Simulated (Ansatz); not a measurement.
Method: DFT PBE, scalar-relativistic, plane waves, PAW (Ansatz). Settings: cutoff 420 eV, Γ-centred meshes spaced at most about 0.3 Å⁻¹, and about 0.25 Å⁻¹ or finer for metals (2π included), Gaussian smearing. Collinear spin in cells that started with moments and kept them past the coarse steps, no spin elsewhere.

Temperature and zero-point effects are left out.

Compare these two cells of MgFeC₆N₆, each relaxed at this level.

1. (site moments Fe 1.5 μB)

```
CELL_PARAMETERS angstrom
0.00000 5.24901 5.24901
5.24901 0.00000 5.24901
5.24901 5.24901 0.00000
ATOMIC_POSITIONS crystal
Mg 0.50000 0.50000 0.50000
Fe 0.00000 0.00000 0.00000
C 0.81752 0.18248 0.18248
C 0.18248 0.81752 0.18248
C 0.18248 0.18248 0.81752
C 0.18248 0.81752 0.81752
C 0.81752 0.18248 0.81752
C 0.81752 0.81752 0.18248
N 0.70646 0.29354 0.29354
N 0.29354 0.70646 0.29354
N 0.29354 0.29354 0.70646
N 0.29354 0.70646 0.70646
N 0.70646 0.29354 0.70646
N 0.70646 0.70646 0.29354
```

2. (site moments Fe 1.5 μB)

```
CELL_PARAMETERS angstrom
0.00000 5.35032 5.35032
5.35032 0.00000 5.35032
5.35032 5.35032 0.00000
ATOMIC_POSITIONS crystal
Mg 0.00000 0.00000 0.00000
Fe 0.50000 0.50000 0.50000
C 0.78574 0.21426 0.21426
C 0.21426 0.78574 0.21426
C 0.21426 0.21426 0.78574
C 0.21426 0.78574 0.78574
C 0.78574 0.21426 0.78574
C 0.78574 0.78574 0.21426
N 0.67623 0.32377 0.32377
N 0.32377 0.67623 0.32377
N 0.32377 0.32377 0.67623
N 0.32377 0.67623 0.67623
N 0.67623 0.32377 0.67623
N 0.67623 0.67623 0.32377
```

Question: Which arrangement of the elements on these sites is preferred, and by what margin?

Answer: Cell 1 is lower, by 239 meV/atom. The two share one framework of sites and differ in which element sits where. Cell 1 has space group Fm-3m (No. 225), 20.7 Å³/atom and no gap on its mesh; cell 2 has space group Fm-3m (No. 225), 21.9 Å³/atom and no gap. The shortest distance is 1.17 Å (C–N) in cell 1 and 1.17 Å (C–N) in cell 2. The denser one is the lower, and pressure would at first widen the difference. Even the lower one lies +0.25 eV/atom against the reference forms of the elements (uncorrected), so neither is stable at this level. In cell 1, around Mg lie 6 N at 2.17 Å; Fe is surrounded by 6 C at 1.92 Å; C has 1 N at 1.17 Å and 1 Fe at 1.92 Å; around N lie 1 C at 1.17 Å and 1 Mg at 2.17 Å. In cell 2, Mg is surrounded by 6 C at 2.29 Å; Fe is surrounded by 6 N at 1.89 Å; C has 1 N at 1.17 Å and 1 Mg at 2.29 Å; around N lie 1 C at 1.17 Å and 1 Fe at 1.89 Å. Both come from invented guesses.

In such compounds of Fe a zero gap at this level may well be an artefact, since no Hubbard U is applied. Another magnetic order may lie lower. Cells relaxed within their symmetry can be saddle points.
